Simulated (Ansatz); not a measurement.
The relaxed structure here is a generated cell of Cr: the first start was made by placing the elements on the sites of a structure type, and the end was not matched to a known phase here, so it may be hypothetical. Known forms of Cr include space group No. 229.

A relaxed structure of Cr. Space group I4₁/amd (No. 141), AFLOW prototype A_tI4_141_a (A5, as in Sn). Calculation: PBEsol (plane waves to 420 eV, PAW, scalar-relativistic; Ansatz, an electronic-structure program).

```cif
data_Cr4
_chemical_formula_sum 'Cr4'
_space_group_name_H-M_alt 'I41/amd :1'
_space_group_IT_number 141
_space_group_name_Hall 'I 4bw 2bw -1bw'
_cell_length_a 4.43884
_cell_length_b 4.43884
_cell_length_c 2.40708
_cell_angle_alpha 90.000
_cell_angle_beta 90.000
_cell_angle_gamma 90.000
loop_
_atom_site_label
_atom_site_type_symbol
_atom_site_symmetry_multiplicity
_atom_site_Wyckoff_symbol
_atom_site_fract_x
_atom_site_fract_y
_atom_site_fract_z
_atom_site_occupancy
Cr1 Cr 4 a 0.00000 0.00000 0.00000 1
```
(The calculation used a cell of 2 atoms; values per cell refer to that cell.)

### Question
Predict the magnetic moment from PBEsol.

### Answer
Zero (the starting moments vanished).

No spin polarisation in the result: the starting moments vanished. A magnetic state may lie lower.

The run could not lose the symmetry of its start, so the end can be a saddle point.

All atoms sit on sites fixed by symmetry, so only the cell could relax.
